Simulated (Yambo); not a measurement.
Yambo run on RbSO2F (space group P2_1/m, No. 11). The wavefunctions are LDA (Quantum ESPRESSO, PseudoDojo norm-conserving, 84 Ry, no spin-orbit coupling) ones on a 2×2×2 mesh (34 occupied bands); a = 4.8856 Å, b = 6.0300 Å, c = 7.4003 Å, α = γ = 90.00°, β = 107.79°.

Yambo input:

```
rim_cut
gw0
dyson
el_el_corr
HF_and_locXC
ppa
em1d
RandQpts= 1000000
RandGvec= 1 Ry
EXXRLvcs= 84 Ry
VXCRLvcs= 336 Ry
Chimod= "HARTREE"
% BndsRnXp
 1 | 297 |
%
NGsBlkXp= 7 Ry
% LongDrXp
 1.0 | 1.0 | 1.0 |
%
PPAPntXp= 27.2114 eV
% GbndRnge
 1 | 112 |
%
GTermKind= "none"
DysSolver= "n"
ExtendOut
% QPkrange
 5 | 5 | 35 | 35 |
 6 | 6 | 34 | 35 |
%
```

k points by index: 5 = (-0.5, 0, 0), 6 = (-0.5, 0, -0.5).

Resulting energies as the program prints them:

```
#    K-point    Band    Eo [eV]    E [eV]    E-Eo [eV]    Vxc [eV]    Vnlxc [eV]    Sc|Eo [eV]    Sc|E [eV]    dSc/dw|Eo [eV]    Re(Z)    Im(Z)
#
    5    35    4.026287    6.495991    2.469703    -15.07167    -10.46446    -1.664208    -2.137511    -5.214736    0.839180    -0.001014
    6    34    0.000000    -1.157950    -1.157950    -17.95719    -22.66649    3.298939    3.551351    -5.931068    0.821042    -0.001126
    6    35    4.028218    6.499756    2.471538    -15.08371    -10.47794    -1.660216    -2.134236    -5.218766    0.839075    -0.001017
```
(The two width columns are left out.) Convergence of these settings isn't established.

Geometry of the Materials Project entry, not relaxed at this level.
